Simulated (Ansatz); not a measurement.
ScMo3C:
```
CELL_PARAMETERS angstrom
      4.22664     0.00000     0.00000
      0.00000     4.22664     0.00000
      0.00000     0.00000     4.22664
ATOMIC_POSITIONS crystal
  Sc 0.00000 0.00000 0.00000
  Mo 0.00000 0.50000 0.50000
  Mo 0.50000 0.00000 0.50000
  Mo 0.50000 0.50000 0.00000
  C  0.50000 0.50000 0.50000
```

Relaxed with PBE. Special points in fractions of this cell's reciprocal vectors: Γ (0.000, 0.000, 0.000); X (0.000, 0.500, 0.000); M (0.500, 0.500, 0.000); R (0.500, 0.500, 0.500).

List the band energies nearest the Fermi level at these points for DFT-PBE with spin–orbit coupling in the program Ansatz with PAW potentials.

In eV from the Fermi level; about four levels below and three above (degenerate sets whole), none deeper than 8.9 eV; points with the same levels are listed once.

```csv
k,below,above
Γ,-0.26 -0.26 -0.26 -0.26 -0.16 -0.16,1.20 1.20 1.20 1.20
X,-1.33 -1.33 -0.18 -0.18,0.69 0.69 0.77 0.77
M,-0.95 -0.95 -0.82 -0.82,0.04 0.04 0.34 0.34
R,-0.98 -0.98 -0.98 -0.98 -0.87 -0.87,0.37 0.37 0.37 0.37
```

Space group Pm-3m (anti-perovskite). The start of the workflow was typed in or built on a structure type; neither database checked (COD, Materials Project) lists it. Whether it is the stable phase at ambient conditions was not checked. The cell was relaxed with PBE under the symmetry of its start; whether a distortion lowers the energy is not shown. The run is not spin-polarised.

Potentials: the later of the program's two PAW sets.
